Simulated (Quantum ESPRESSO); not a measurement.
# Ti2TaAlO8: finding a planted mistake in a log

Computed values, not a measurement. The program is pw.x of Quantum ESPRESSO 7.5 (plane-wave density functional theory). The cell is made up: 12 atoms on a rutile lattice, with randomly drawn elements, strain and displacements, not relaxed. PseudoDojo standard norm-conserving files (v0.5 for PBE, v0.4.1 for LDA and PBEsol) set the functional; there is no spin polarisation, spin-orbit coupling or dispersion term, and the masses in the input are unused placeholders.

Intended input:

```
&control calculation='scf', pseudo_dir='./dojo.nc.sr.pbe.v0_5.standard.upf', outdir='./o', disk_io='medium', tprnfor=.true., tstress=.true. /
&system ibrav=0, nat=12, ntyp=4, nbnd=50, ecutwfc=84.00895049, nosym=.true., tot_charge=0,
 occupations='smearing', smearing='fd', degauss=0.0018374661
/
&electrons conv_thr=7.350e-09, electron_maxstep=60, /
ATOMIC_SPECIES
Al 1.0 Al.upf
O 1.0 O.upf
Ta 1.0 Ta.upf
Ti 1.0 Ti.upf
CELL_PARAMETERS angstrom
4.726 0.0 0.0
0.0 4.726 0.0
0.0 0.0 6.0371
ATOMIC_POSITIONS angstrom
Ti -0.023 -0.0059 0.0254
Ta 2.3816 2.4227 1.5269
Ti 0.0092 0.0218 2.9914
Al 2.3701 2.3471 4.5485
O 1.4138 1.3909 0.0114
O 3.3154 3.2361 -0.0113
O 3.8356 0.8863 1.5086
O 0.9174 3.7703 1.5003
O 1.4196 1.4686 3.0697
O 3.3197 3.3251 3.0432
O 3.7773 0.8973 4.519
O 0.9111 3.8435 4.5062
K_POINTS automatic
5 5 4 1 1 1
```

The log is shortened where brackets say so; the opening notice, blank lines, dates and the lines on written files are dropped, and the path of the files is cut. It prints rydbergs, bohrs and kilobars, and counts compression as positive stress. Where no state is partly filled, the Fermi energy that it prints is only some level between the filled and the empty states on the mesh, and need not lie in the true gap.

Log of the intended run:

```
     Program PWSCF v.7.5
     Parallel version (MPI & OpenMP), running on       1 processor cores
     Number of MPI processes:                 1
     Threads/MPI process:                     1
     [start-up lines left out]
     bravais-lattice index     =            0
     lattice parameter (alat)  =       8.9308  a.u.
     unit-cell volume          =     909.9393 (a.u.)^3
     number of atoms/cell      =           12
     number of atomic types    =            4
     number of electrons       =        88.00
     number of Kohn-Sham states=           50
     kinetic-energy cutoff     =      84.0090  Ry
     charge density cutoff     =     336.0358  Ry
     scf convergence threshold =      7.3E-09
     mixing beta               =       0.7000
     number of iterations used =            8  plain     mixing
     Exchange-correlation= PBE
                           (   1   4   3   4   0   0   0)
     [axes and pseudopotential details left out]
   Cartesian axes
     site n.     atom                  positions (alat units)
         1        Ti     tau(   1) = (  -0.0048667  -0.0012484   0.0053745  )
         2        Ta     tau(   2) = (   0.5039357   0.5126322   0.3230851  )
         3        Ti     tau(   3) = (   0.0019467   0.0046128   0.6329666  )
         4        Al     tau(   4) = (   0.5015023   0.4966356   0.9624418  )
         5        O      tau(   5) = (   0.2991536   0.2943081   0.0024122  )
         6        O      tau(   6) = (   0.7015235   0.6847440  -0.0023910  )
         7        O      tau(   7) = (   0.8115954   0.1875370   0.3192129  )
         8        O      tau(   8) = (   0.1941176   0.7977782   0.3174566  )
         9        O      tau(   9) = (   0.3003809   0.3107490   0.6495345  )
        10        O      tau(  10) = (   0.7024333   0.7035760   0.6439272  )
        11        O      tau(  11) = (   0.7992594   0.1898646   0.9561997  )
        12        O      tau(  12) = (   0.1927846   0.8132670   0.9534913  )
     number of k points=    50  Fermi-Dirac smearing, width (Ry)=  0.0018
                       cart. coord. in units 2pi/alat
        k(    1) = (   0.1000000   0.1000000   0.0978533), wk =   0.0400000
        k(    2) = (   0.1000000   0.1000000   0.2935598), wk =   0.0400000
     [further k points left out]
     Dense  grid:    94579 G-vectors     FFT dimensions: (  54,  54,  72)
     Estimated max dynamical RAM per process >     156.57 MB
     Initial potential from superposition of free atoms
     starting charge      87.9934, renormalised to      88.0000
     Starting wfcs are   66 randomized atomic wfcs
     total cpu time spent up to now is       28.9 secs
     per-process dynamical memory:    94.2 Mb
     Self-consistent Calculation
     iteration #  1     ecut=    84.01 Ry     beta= 0.70
     Davidson diagonalization with overlap
     ethr =  1.00E-02,  avg # of iterations =  2.0
     total cpu time spent up to now is       88.3 secs
     total energy              =    -635.45849719 Ry
     estimated scf accuracy    <       5.07821119 Ry
     iteration #  2     ecut=    84.01 Ry     beta= 0.70
     Davidson diagonalization with overlap
     ethr =  5.77E-03,  avg # of iterations =  6.1
     total cpu time spent up to now is      188.5 secs
     total energy              =    -628.75405256 Ry
     estimated scf accuracy    <      64.99475638 Ry
     [iterations 3 to 15 left out]
     iteration # 16     ecut=    84.01 Ry     beta= 0.70
     Davidson diagonalization with overlap
     ethr =  9.33E-11,  avg # of iterations =  4.1
     total cpu time spent up to now is     1247.4 secs
     total energy              =    -638.15214970 Ry
     estimated scf accuracy    <       0.00000003 Ry
     iteration # 17     ecut=    84.01 Ry     beta= 0.70
     Davidson diagonalization with overlap
     ethr =  3.81E-11,  avg # of iterations =  4.1
     total cpu time spent up to now is     1313.2 secs
     End of self-consistent calculation
     [lines on levels left out]
     the Fermi energy is     9.4086 ev
!    total energy              =    -638.15214971 Ry
     estimated scf accuracy    <          2.5E-09 Ry
     smearing contrib. (-TS)   =      -0.00000000 Ry
     internal energy E=F+TS    =    -638.15214971 Ry
     The total energy is F=E-TS. E is the sum of the following terms:
     one-electron contribution =    -226.98205290 Ry
     hartree contribution      =     156.83903462 Ry
     xc contribution           =    -133.26473475 Ry
     ewald contribution        =    -434.74439668 Ry
     convergence has been achieved in  17 iterations
     Forces acting on atoms (cartesian axes, Ry/au):
     atom    1 type  4   force =     0.02118195    0.01892820   -0.12352696
     atom    2 type  3   force =    -0.01519636   -0.02728477    0.00930192
     atom    3 type  4   force =     0.01162305    0.00729689    0.12780025
     atom    4 type  1   force =    -0.00950077   -0.00916297   -0.00519049
     atom    5 type  2   force =     0.02895335    0.03359823    0.02035681
     atom    6 type  2   force =    -0.02502909   -0.01083525    0.00908275
     atom    7 type  2   force =    -0.02454743    0.02033069   -0.00105596
     atom    8 type  2   force =     0.00860532    0.00167293    0.00043395
     atom    9 type  2   force =     0.02746236    0.01531053   -0.02876790
     atom   10 type  2   force =    -0.03458601   -0.03974519   -0.02336269
     atom   11 type  2   force =     0.00481150    0.00169596    0.00638817
     atom   12 type  2   force =     0.00622211   -0.01180525    0.00854013
     Total force =     0.208825     Total SCF correction =     0.000134
     Computing stress (Cartesian axis) and pressure
          total   stress  (Ry/bohr**3)                   (kbar)     P=     -113.06
  -0.00070925  -0.00002873  -0.00002372         -104.33       -4.23       -3.49
  -0.00002873  -0.00066605  -0.00003691           -4.23      -97.98       -5.43
  -0.00002372  -0.00003691  -0.00093034           -3.49       -5.43     -136.86
     init_run     :     26.98s CPU     28.77s WALL (       1 calls)
     electrons    :   1237.19s CPU   1284.23s WALL (       1 calls)
     forces       :     14.59s CPU     14.83s WALL (       1 calls)
     stress       :     52.72s CPU     54.65s WALL (       1 calls)
     [timing details left out]
     PWSCF        :  22m11.94s CPU  23m 4.06s WALL
     JOB DONE.
```

A second run was made from an input with one planted mistake. Its log:

```
     Program PWSCF v.7.5
     Parallel version (MPI & OpenMP), running on       4 processor cores
     Number of MPI processes:                 4
     Threads/MPI process:                     1
     [start-up lines left out]
     bravais-lattice index     =            0
     lattice parameter (alat)  =       8.9308  a.u.
     unit-cell volume          =     909.9393 (a.u.)^3
     number of atoms/cell      =           12
     number of atomic types    =            4
     number of electrons       =        88.00
     number of Kohn-Sham states=           68
     kinetic-energy cutoff     =      84.0090  Ry
     charge density cutoff     =     336.0358  Ry
     scf convergence threshold =      7.3E-09
     mixing beta               =       0.7000
     number of iterations used =            8  plain     mixing
     Exchange-correlation= PBE
                           (   1   4   3   4   0   0   0)
     [axes and pseudopotential details left out]
   Cartesian axes
     site n.     atom                  positions (alat units)
         1        Ti     tau(   1) = (  -0.0048667  -0.0012484   0.0053745  )
         2        Ta     tau(   2) = (   0.5039357   0.5126322   0.3230851  )
         3        Ti     tau(   3) = (   0.0019467   0.0046128   0.6329666  )
         4        Al     tau(   4) = (   0.5015023   0.4966356   0.9624418  )
         5        O      tau(   5) = (   0.2991536   0.2943081   0.0024122  )
         6        O      tau(   6) = (   0.7015235   0.6847440  -0.0023910  )
         7        O      tau(   7) = (   0.8115954   0.1875370   0.3192129  )
         8        O      tau(   8) = (   0.1941176   0.7977782   0.3174566  )
         9        O      tau(   9) = (   0.3003809   0.3107490   0.6495345  )
        10        O      tau(  10) = (   0.7024333   0.7035760   0.6439272  )
        11        O      tau(  11) = (   0.7992594   0.1898646   0.9561997  )
        12        O      tau(  12) = (   0.1927846   0.8132670   0.9534913  )
     number of k points=    50  Fermi-Dirac smearing, width (Ry)=  0.0514
                       cart. coord. in units 2pi/alat
        k(    1) = (   0.1000000   0.1000000   0.0978533), wk =   0.0400000
        k(    2) = (   0.1000000   0.1000000   0.2935598), wk =   0.0400000
     [further k points left out]
     Dense  grid:    94579 G-vectors     FFT dimensions: (  54,  54,  72)
     Estimated max dynamical RAM per process >     332.86 MB
     Estimated total dynamical RAM >       1.23 GB
     Initial potential from superposition of free atoms
     starting charge      87.9934, renormalised to      88.0000
     Starting wfcs are   66 randomized atomic wfcs +    2 random wfcs
     total cpu time spent up to now is        3.9 secs
     per-process dynamical memory:   260.3 Mb
     Self-consistent Calculation
     iteration #  1     ecut=    84.01 Ry     beta= 0.70
     Davidson diagonalization with overlap
     ethr =  1.00E-02,  avg # of iterations =  6.6
     total cpu time spent up to now is       14.1 secs
     total energy              =    -635.64841787 Ry
     estimated scf accuracy    <       4.86275124 Ry
     iteration #  2     ecut=    84.01 Ry     beta= 0.70
     Davidson diagonalization with overlap
     ethr =  5.53E-03,  avg # of iterations =  2.2
     total cpu time spent up to now is       24.3 secs
     total energy              =    -628.54302076 Ry
     estimated scf accuracy    <      68.94945598 Ry
     [iterations 3 to 15 left out]
     iteration # 16     ecut=    84.01 Ry     beta= 0.70
     Davidson diagonalization with overlap
     ethr =  4.73E-11,  avg # of iterations =  2.0
     total cpu time spent up to now is      142.1 secs
     total energy              =    -638.24659295 Ry
     estimated scf accuracy    <       0.00000002 Ry
     iteration # 17     ecut=    84.01 Ry     beta= 0.70
     Davidson diagonalization with overlap
     ethr =  2.30E-11,  avg # of iterations =  1.9
     total cpu time spent up to now is      150.0 secs
     End of self-consistent calculation
     [lines on levels left out]
     the Fermi energy is     9.1363 ev
!    total energy              =    -638.24659295 Ry
     estimated scf accuracy    <          1.8E-09 Ry
     smearing contrib. (-TS)   =      -0.32378689 Ry
     internal energy E=F+TS    =    -637.92280606 Ry
     The total energy is F=E-TS. E is the sum of the following terms:
     one-electron contribution =    -227.36248865 Ry
     hartree contribution      =     157.51491341 Ry
     xc contribution           =    -133.33083414 Ry
     ewald contribution        =    -434.74439668 Ry
     convergence has been achieved in  17 iterations
     Forces acting on atoms (cartesian axes, Ry/au):
     atom    1 type  4   force =     0.01460428    0.00967249   -0.08826456
     atom    2 type  3   force =    -0.01128785   -0.02707404    0.00701698
     atom    3 type  4   force =     0.00864945    0.00449111    0.08881174
     atom    4 type  1   force =    -0.00685527   -0.00711393   -0.00450180
     atom    5 type  2   force =     0.03234661    0.03638672    0.00625635
     atom    6 type  2   force =    -0.02501863   -0.01210278   -0.00536703
     atom    7 type  2   force =    -0.03676234    0.03345620    0.00019896
     atom    8 type  2   force =     0.01733872   -0.00747198    0.00126713
     atom    9 type  2   force =     0.02915439    0.01788954   -0.01268032
     atom   10 type  2   force =    -0.03399574   -0.03889449   -0.00735188
     atom   11 type  2   force =    -0.01421729    0.02033536    0.00502729
     atom   12 type  2   force =     0.02604368   -0.02957420    0.00958714
     Total force =     0.171715     Total SCF correction =     0.000108
     Computing stress (Cartesian axis) and pressure
          total   stress  (Ry/bohr**3)                   (kbar)     P=      -67.03
  -0.00046535   0.00001024  -0.00002053          -68.46        1.51       -3.02
   0.00001024  -0.00043544  -0.00003703            1.51      -64.06       -5.45
  -0.00002053  -0.00003703  -0.00046611           -3.02       -5.45      -68.57
     init_run     :      3.69s CPU      3.82s WALL (       1 calls)
     electrons    :    143.11s CPU    146.09s WALL (       1 calls)
     forces       :      1.80s CPU      1.81s WALL (       1 calls)
     stress       :      6.06s CPU      6.18s WALL (       1 calls)
     [timing details left out]
     PWSCF        :   2m34.77s CPU   2m38.08s WALL
     JOB DONE.
```

Question: what was wrong in the second input?

Answer: the smearing is too wide. The input lines that differ, file-writing options aside:

```
- &system ibrav=0, nat=12, ntyp=4, nbnd=50, ecutwfc=84.00895049, nosym=.true., tot_charge=0,
+ &system ibrav=0, nat=12, ntyp=4, nbnd=68, ecutwfc=84.00895049, nosym=.true., tot_charge=0,
-  occupations='smearing', smearing='fd', degauss=0.0018374661
+  occupations='smearing', smearing='fd', degauss=0.0514490510
```

|  | intended run | run with the mistake |
| --- | --- | --- |
| free energy (eV) | -8682.502 | -8683.787 |
| smearing term -TS (eV) | 0.0000 | -4.4053 |
| pressure (GPa) | -11.31 | -6.70 |
| largest force component (eV/Å) | 3.286 | 2.283 |
| largest change of a force component (eV/Å) |  | 1.002 |
| iterations | 17 | 17 |

For scale, a rerun of the intended cell at a cutoff of 1437 eV and k mesh 7 x 7 x 6 moved values by no more than 0.004 eV in energy, 0.04 GPa in stress and 0.002 eV/Å in force. The number of bands, nbnd, was set by rule from the electron count and the smearing, so it follows the mistake.